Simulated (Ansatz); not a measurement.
The start is a relaxed MgZn2 cell deformed by the Cartesian strain tensor (xx, yy, zz, yz, xz, xy) = (-0.036, -0.111, -0.016, 0.024, 0.045, -0.008). The cell and all atomic positions are relaxed at zero pressure with PBEsol (plane waves to 420 eV, PAW, scalar-relativistic; Ansatz, an electronic-structure program). First-step values are on the input's coarse k-mesh.

Ansatz input (later rounds restart from its end on a renewed k-mesh):
Ansatz 0.2 input:
```yaml
crystal:
  lattice:
    - [0.1323933396, 3.3116470966, 3.656232501]
    - [3.6580461084, 0.0580354365, 3.730590404]
    - [3.4676173323, 3.1955762236, 0.2484642126]
  atoms:
    - { symbol: Mg, position: [0.25, 0.25, 0.25] }
    - { symbol: Mg, position: [0, 0, 0] }
    - { symbol: Zn, position: [0.625, 0.625, 0.625] }
    - { symbol: Zn, position: [0.125, 0.625, 0.625] }
    - { symbol: Zn, position: [0.625, 0.625, 0.125] }
    - { symbol: Zn, position: [0.625, 0.125, 0.625] }
basis: { ecutwfc: 420, ecutrho_ratio: 4, xc_grid: 2, fft_grid_basis: typed }
kpoints: { mp_grid: { grid: [8, 8, 9] } }
hamiltonian:
  xc: pbesol
  dispersion: none
  pseudopotentials: { kind: paw }
scf: { occupations: { method: fermi_dirac, width: 0.05 } }
relax: { f_tol: 0.01, max_steps: 100, cell: { stress_tol: 0.02 } }
output: { forces: true, stress: true }
```

**Question.** Is the parent structure recovered?

**Answer.** It relaxes back to the parent, Fd-3m (No. 227).

**Question.** How do the shortest distances between atoms change?

**Answer.** The closest pairs of elements (up to four, under 3.6 Å), start → end: Zn–Zn 2.35 → 2.56 Å; Mg–Zn 2.64 → 3.01 Å; Mg–Mg 2.81 → 3.14 Å.

**Question.** Is the relaxed structure metallic? Give its gap.

**Answer.** Zero (metallic).

It ends as:

```cif
data_Mg8Zn16
_chemical_formula_sum 'Mg8 Zn16'
_space_group_name_H-M_alt 'Fd-3m :1'
_space_group_IT_number 227
_space_group_name_Hall 'F 4d 2 3 -1d'
_cell_length_a 7.25449
_cell_length_b 7.25449
_cell_length_c 7.25449
_cell_angle_alpha 90.000
_cell_angle_beta 90.000
_cell_angle_gamma 90.000
loop_
_atom_site_label
_atom_site_type_symbol
_atom_site_symmetry_multiplicity
_atom_site_Wyckoff_symbol
_atom_site_fract_x
_atom_site_fract_y
_atom_site_fract_z
_atom_site_occupancy
Mg1 Mg 8 a 0.00000 0.00000 0.00000 1
Zn1 Zn 16 d 0.62500 0.62500 0.62500 1
```
(The calculation used a cell of 6 atoms; values per cell refer to that cell.)

Final values are on a 11×11×11 k-mesh of the relaxed cell. No spin polarisation in the result.

The run could not lose the symmetry of its start.

The cell that was disturbed is our relaxation of an entry of Materials Project.
